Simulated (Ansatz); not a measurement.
MgTiNO:
Space group P4/nmm, origin choice 1 (No. 129); a = 2.9626 Å, b = 2.9626 Å, c = 8.6377 Å, α = 90.00°, β = 90.00°, γ = 90.00°

```csv
atom,site,symmetry,x,y,z
Ti,2c,4mm,0.0000,0.5000,0.1158
N,2c,4mm,0.5000,0.0000,0.1274
Mg,2c,4mm,0.5000,0.0000,0.3774
O,2c,4mm,0.0000,0.5000,0.3781
```

Relaxed with r²SCAN.

Problem. Tabulate the valence density and the electron localisation function along the shortest N–Mg contact (2.16 Å), r²SCAN (plane waves, PAW; program Ansatz).

Solution. 

| distance from N (Å) | density (e/Å³) | ELF |
|---|---|---|
| 0.22 | 3.43 | 0.21 |
| 0.32 | 3.28 | 0.46 |
| 0.43 | 2.76 | 0.68 |
| 0.54 | 2.02 | 0.79 |
| 0.65 | 1.36 | 0.82 |
| 0.76 | 0.93 | 0.82 |
| 0.86 | 0.64 | 0.80 |
| 0.97 | 0.45 | 0.68 |
| 1.08 | 0.33 | 0.43 |
| 1.19 | 0.26 | 0.14 |
| 1.30 | 0.24 | 0.05 |
| 1.40 | 0.32 | 0.09 |
| 1.51 | 0.98 | 0.21 |
| 1.62 | 3.20 | 0.34 |
| 1.73 | 7.83 | 0.34 |
| 1.84 | 14.68 | 0.25 |
| 1.94 | 22.22 | 0.15 |

The density is the valence pseudo-density with augmentation charge, so density and ELF within about 1 Å of a nucleus are not all-electron values.

The start of the workflow was typed in or built on a structure type; neither database checked (COD, Materials Project) lists it. Its standing as an ambient phase is unchecked. Symmetry was held in the r²SCAN relaxation; whether a distortion lowers the energy is not shown. The workflow began spin-polarised and lost its moments.

Potentials: the earlier of the program's two PAW sets.
